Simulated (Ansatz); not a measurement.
Values for one crystal, relaxed and computed with plane-wave PAW HSE06 (Ansatz code); other levels are named.

| Item | Value |
|---|---|
| Volume per atom | 21.77 Å³ |
| Band gap | 2.13 eV (indirect) |
| Pressure derivative B′ | 3.6 |
| Valence-band maximum | at K |
| Bulk modulus (Birch–Murnaghan fit) | 88.2 GPa |
| Gap with spin–orbit coupling | 2.12 eV (at the special points and the edges found without it) |
| Conduction-band minimum | at Γ |

Q: Which compound is it?
A. AlN, rock salt
B. BeTe, wurtzite
C. LaN, wurtzite
D. GaN, rock salt

A: C, LaN, wurtzite

Space group P6_3mc (wurtzite). The workflow started from a Materials Project entry (that database holds measured and hypothetical structures alike); the Crystallography Open Database copy checked does not list it. COD files the formula under space group No. 225. Whether it is the stable phase at ambient conditions was not checked. Symmetry was held in the HSE06 relaxation; whether a distortion lowers the energy is not shown. The hybrid was solved on a coarse mesh, the path and, where they were found, the r²SCAN edge points; its band edges are the extreme levels among these. Spin–orbit coupling is left out wherever it is not named.

Potentials: the later of the program's two PAW sets.
